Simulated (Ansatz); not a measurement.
TiAs:
```
TiAs
1.0
    3.64004     0.00000     0.00000
   -1.82002     3.15237     0.00000
    0.00000     0.00000    12.04001
Ti As
4 4
Direct
  0.33333   0.66667   0.11743
  0.66667   0.33333   0.88257
  0.66667   0.33333   0.61743
  0.33333   0.66667   0.38257
  0.00000   0.00000   0.00000
  0.00000   0.00000   0.50000
  0.33333   0.66667   0.75000
  0.66667   0.33333   0.25000
```

Relaxed with r²SCAN. Special points in fractions of this cell's reciprocal vectors: Γ (0.000, 0.000, 0.000); M (0.500, 0.000, 0.000); K (0.333, 0.333, 0.000); A (0.000, 0.000, 0.500); L (0.500, 0.000, 0.500); H (0.333, 0.333, 0.500).

List the band energies nearest the Fermi level at these points for DFT-r²SCAN in the program Ansatz with PAW potentials.

In eV from the Fermi level; about four levels below and three above (degenerate sets whole), none deeper than 8.9 eV; points with the same levels are listed once.

```json
[
 {"k": "Γ", "below": "-0.30 -0.30 -0.19 -0.19", "above": "0.33 0.33 0.41"},
 {"k": "M", "below": "-2.36 -1.73 -1.68 -0.77", "above": "0.34 0.75 1.15"},
 {"k": "K", "below": "-3.20 -3.20 -3.01 -0.01", "above": "0.53 0.53 0.76"},
 {"k": "A", "below": "-0.15 -0.15 -0.15 -0.15", "above": "0.61 0.61 0.96 0.96 0.96 0.96"},
 {"k": "L", "below": "-2.01 -2.01 -1.30 -1.30", "above": "0.86 0.86 1.15 1.15"},
 {"k": "H", "below": "-3.30 -3.30 -3.06 -3.06", "above": "0.28 0.28 0.70 0.70"}
]
```

Space group P6_3/mmc. The first step of the workflow began from a Materials Project structure, measured or hypothetical; the Crystallography Open Database files this formula in space group No. 194, but the cells were not matched. Whether it is the stable phase at ambient conditions was not checked. The cell was relaxed with r²SCAN under the symmetry of its start; its stability against distortions is not shown here. The run is not spin-polarised. Scalar-relativistic: spin–orbit coupling is off unless named, which matters more the heavier the elements.

Potentials: the earlier of the program's two PAW sets.
